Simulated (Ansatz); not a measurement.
# MgAu4Se4Cl4O12: checking a database structure before trusting its electric field gradients

The cell is a Materials Project structure (computed, not necessarily an observed phase), atoms as given.

```
CELL_PARAMETERS angstrom
4.91367 0.00000 0.00000
-0.06592 10.24228 0.00000
-0.70967 -2.23680 10.97576
ATOMIC_POSITIONS crystal
Mg 0.47027 0.73889 0.83935
Se 0.24824 0.14625 0.27892
Se 0.82706 0.24435 0.90197
Se 0.15406 0.70225 0.10221
Se 0.90114 0.85989 0.70467
Au 0.99418 0.41066 0.17588
Au 0.00764 0.97592 0.00615
Au 0.92482 0.56668 0.82355
Au 0.97634 0.02779 0.49962
Cl 0.55529 0.54086 0.68347
Cl 0.31550 0.51696 0.32171
Cl 0.71667 0.83453 0.43060
Cl 0.23662 0.22039 0.55906
O 0.30604 0.04470 0.13859
O 0.25867 0.65432 0.95140
O 0.97303 0.24433 0.24738
O 0.89716 0.81227 0.07711
O 0.92018 0.57552 0.10329
O 0.09590 0.13767 0.94081
O 0.71119 0.31585 0.04601
O 0.23243 0.84054 0.74381
O 0.04182 0.02646 0.32405
O 0.05324 0.35166 0.86852
O 0.75424 0.89543 0.85382
O 0.90049 0.02210 0.67566
```

Atom numbers follow the list; atoms alike are taken as one site, whose name carries the number of the first.

The numbers come from a DFT calculation in Ansatz (PBE, plane waves and PAW, scalar-relativistic, 420 eV cutoff, Γ-centred 6×3×3 k-points, Fermi–Dirac smearing 0.05 eV).

(1) Do the atoms and the cell lie near the calculated equilibrium?

Results:

(1) Nearly. The largest force is 0.33 eV/Å, on atom 3 (Se: 3 O at 1.67–1.81 Å), and the pressure is -0.7 GPa. Relaxing the atoms is still advisable, since electric field gradients respond to shifts of a few hundredths of an ångström.
